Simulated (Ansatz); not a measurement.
Relaxed Si (diamond):

```xyz
4
Lattice="0.0000 5.4699 5.4699 2.7349 0.0000 2.7349 2.7349 2.7349 0.0000" Properties=species:S:1:pos:R:3 pbc="T T T"
Si     2.7349     2.7349     2.7349
Si     2.7349     5.4699     5.4699
Si     4.1024     4.1024     4.1024
Si     4.1024     6.8373     6.8373
```

A phonon eigenvector at L = (0.5, 0.0, 0.0) is frozen into this cell: atom i moves by Q times the vector below, so Q is the largest atomic displacement, in Å. The cell is held. (q is in reciprocal vectors of the primitive cell; the cell shown is doubled to hold the pattern.)

```
atom       x       y       z
----  ------  ------  ------
Si1   -0.577   0.577   0.577
Si2    0.577  -0.577  -0.577
Si3   -0.577   0.577   0.577
Si4    0.577  -0.577  -0.577
```

All values below come from PBE (plane waves to 420 eV, PAW, scalar-relativistic; Ansatz, a program for electronic structure). k mesh 5×10×10 (Γ-centred), Fermi-Dirac smearing 0.05 eV. Energies are smeared free energies. Si was relaxed with its symmetry unable to fall. The PAW data are Ansatz's earlier set. The zero of ΔE is the undisplaced structure.

Successive frames, forces in eV/Å:

```json
[
 {"frame": "Q = 0.083 Å", "ΔE (meV/cell)": "236", "F on Si1": "(0.591, -0.591, -0.591)", "F on Si2": "(-1.092, 1.092, 1.092)", "F on Si3": "(1.092, -1.092, -1.092)", "F on Si4": "(-0.591, 0.591, 0.591)"},
 {"frame": "Q = 0.067 Å", "ΔE (meV/cell)": "149", "F on Si1": "(0.500, -0.500, -0.500)", "F on Si2": "(-0.818, 0.818, 0.818)", "F on Si3": "(0.818, -0.818, -0.818)", "F on Si4": "(-0.500, 0.500, 0.500)"},
 {"frame": "Q = 0.050 Å", "ΔE (meV/cell)": "83", "F on Si1": "(0.397, -0.397, -0.397)", "F on Si2": "(-0.575, 0.575, 0.575)", "F on Si3": "(0.575, -0.575, -0.575)", "F on Si4": "(-0.397, 0.397, 0.397)"},
 {"frame": "Q = 0.033 Å", "ΔE (meV/cell)": "37", "F on Si1": "(0.281, -0.281, -0.281)", "F on Si2": "(-0.359, 0.359, 0.359)", "F on Si3": "(0.359, -0.359, -0.359)", "F on Si4": "(-0.281, 0.281, 0.281)"}
]
```

Task: What are the energy and the forces in the next frame, Q = 0.017 Å?

Result: ΔE (meV/cell) = 9.

```csv
atom,Fx,Fy,Fz
Si1,0.149,-0.149,-0.149
Si2,-0.169,0.169,0.169
Si3,0.169,-0.169,-0.169
Si4,-0.149,0.149,0.149
```

(A displaced cell: forces are minus the slopes of the energy, force constants its curvatures, and phonons follow from these.)
